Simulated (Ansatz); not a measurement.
Input:

Starting cell, PtS$_{2}$ (CdI2 type):

```yaml
crystal:
  lattice:
    - [3.55249, 0.00000, 0.00000]
    - [-1.77625, 3.07655, 0.00000]
    - [0.00000, 0.00000, 5.12751]
  atoms:
    - { symbol: Pt, position: [0.00000, 0.00000, 0.00000] }
    - { symbol: S, position: [0.33333, 0.66667, 0.23909] }
    - { symbol: S, position: [0.66667, 0.33333, 0.76091] }
```

Scan: atom 2 (S, nearest neighbour Pt at 2.389 Å; its periodic images, 3.6 Å or more away, move with it) is displaced towards the nearest neighbour, direction (-0.743, 0.429, -0.513) in Cartesian axes, by s. The other atoms stay.

Level of theory: r2SCAN+rVV10 (plane waves to 500 eV, PAW, scalar-relativistic; Ansatz, a first-principles code). k mesh 9×9×5 (Γ-centred), Fermi-Dirac smearing 0.05 eV. Energies are smeared free energies. As the smearing reaches across the gap at some points, energies and forces of such displacements shift with the k mesh and the smearing. PtS2 is run without spin polarisation. PtS2 was relaxed with its symmetry unable to fall. Spin-orbit coupling is left out, though Pt is heavy. The PAW data are Ansatz's earlier set. ΔE is measured from the undisplaced structure.

The scan covers s from -0.480 to 0.480 Å in 11 points.

Q: Is the energy the same for displacements of ±0.480 Å, and if not, which side lies higher?

A: Not even: the positive side lies higher at ±0.480 Å. With its periodic images moving along, the atom's site symmetry in this cell is 3m..

Q: What force acts on the atom along the line at s = -0.480 Å?

A: 1.94 eV/Å.

Q: What is the energy change at s = 0.480 Å?

A: 2264 meV/cell.

Q: What is the force constant k = d²E/ds² of this move at s = 0?

A: 10.3 eV/Å².

(For displaced atoms, the force is minus the slope of the energy, and its curvature is a force constant, which sets phonon frequencies.)
